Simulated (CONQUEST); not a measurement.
Worked example: self-consistent single point of MgO (Fm-3m, 8 atoms in the cell; from Materials Project mp-1265, changed as shown) in CONQUEST.

All values come from this method and carry its errors: CONQUEST 1.3 with LDA (PW92), numerical atomic orbitals double-zeta with polarisation (the shipped basis), PseudoDojo norm-conserving potentials made for LDA.

The change in words: lattice scaled by 1.03; Grid.GridCutoff: 175 Ha → 105 Ha. Reference geometry (Fm-3m):
```
CELL_PARAMETERS angstrom
      4.19400     0.00000     0.00000
      0.00000     4.19400     0.00000
      0.00000     0.00000     4.19400
ATOMIC_POSITIONS crystal
  Mg 0.00000 0.00000 0.00000
  Mg 0.00000 0.50000 0.50000
  Mg 0.50000 0.00000 0.50000
  Mg 0.50000 0.50000 0.00000
  O  0.50000 0.00000 0.00000
  O  0.50000 0.50000 0.50000
  O  0.00000 0.00000 0.50000
  O  0.00000 0.50000 0.00000
```

Reference input (self-consistent single point, DFT, LDA (PW92), numerical atomic orbitals double-zeta with polarisation (the shipped basis), PseudoDojo norm-conserving potentials made for LDA): basis = DZP; Diag.MPMeshX, Y, Z = 4 4 4; potentials = PseudoDojo norm-conserving LDA; Grid.GridCutoff = 175 Ha; DM.SolutionMethod = diagon; Diag.SmearingType = 1; Diag.kT = 0.000367 Ha; Diag.GammaCentred = true; Diag.MPOrder = 0; minE.SCTolerance = 1.0e-06; SC.MaxIters = 100; SC.LinearMixingFactor = 0.5. This run's input differs from it in these lines:

```diff
@@ -15,3 +15,3 @@
 
-Grid.GridCutoff                175
+Grid.GridCutoff                105
 DM.SolutionMethod              diagon
@@ -33,5 +33,5 @@
 # file: MgO.in
-     4.194000000      0.000000000      0.000000000
-     0.000000000      4.194000000      0.000000000
-     0.000000000      0.000000000      4.194000000
+     4.319820000      0.000000000      0.000000000
+     0.000000000      4.319820000      0.000000000
+     0.000000000      0.000000000      4.319820000
 8
```

Log, with long lists cut:

```
    new_SC_potl: Starting.  Tolerance:  0.10000E-05

    PulayMixSC: Starting Pulay mixing, A_up =  0.500 A_dn =  0.500
    PulayMixSC: Spin non-polarised calculation.
    PulayMixSC: with Kerker preconditioning, q0 =  0.100
          Harris-Foulkes Energy            :      -303.767667091724491 Ha
          (TS=0 as O(N) or entropic contribution is negligible)
          DFT Total Energy                 :      -303.254374533689997 Ha
          Total number of electrons        :        64.000000000000526
    PulayMixSC: Pulay iteration     1 residual:              0.53034E-02
   [... lines left out ...]
          (TS=0 as O(N) or entropic contribution is negligible)
          DFT Total Energy                 :      -303.566597172294507 Ha
          Total number of electrons        :        63.999942001494354
    PulayMixSC: Pulay iteration     6 residual:              0.46256E-05
          Harris-Foulkes Energy            :      -303.566597369655483 Ha
          (TS=0 as O(N) or entropic contribution is negligible)
          DFT Total Energy                 :      -303.566597369699934 Ha
          Total number of electrons        :        63.999942107757605
    PulayMixSC: Pulay iteration     7 residual:              0.12388E-06
    PulayMixSC: Reached SCF tolerance of  0.12388E-06 after      7 iterations
      | Number of electrons      =        63.999942
      |* band energy as 2Tr[K.H] =       -84.348348642744270 Ha
      |  screened ion-ion energy =      -231.202051559136947 Ha
      |  Ha correction           =         0.082023437149621 Ha
      |  XC correction           =        11.901784540745652 Ha
      |* Harris-Foulkes energy   =      -303.566597369655483 Ha
      |* DFT total energy        =      -303.566597369699934 Ha
      |  estimated accuracy      =         0.000000000044452 Ha

    force: Forces on atoms (Ha/A )
    force:  Atom   X              Y              Z
    force:     1  -0.0000000000  -0.0000000000  -0.0000000000
   [... zero for the other atoms too ...]

    force: Maximum force :        0.00000000(Ha/A ) on atom         3 in z direction
    force: Force Residual:        0.00000000 Ha/A
    force: Total stress:         11.89820124    11.89820124    11.89820124 GPa
    force: Average pressure:    -11.89820124 GPa

    force: Finished force
    get_E_and_F: Change in energy during last step of electronic optimisation:  0.13651E-06
```

The run converged in 7 iterations. CONQUEST prints the stress tensor with tension positive. Against the reference run the free energy rises by 35.5 meV/atom, the pressure goes from 0.16 to -11.90 GPa and the gap on the mesh goes from 4.686 to 3.832 eV.

The program uses no crystal symmetry, so grid and mesh can part values that symmetry would make equal. The atom-centred basis is finite, which shifts total energies, pressures and gaps against plane waves. This run is one point of a test of settings, so its values need not be converged; read them against the reference run alone. The structure comes from a collection of computed structures, made at another level of theory; the collection holds predicted forms beside known ones.

Cost on one core: very roughly 50 core-seconds.
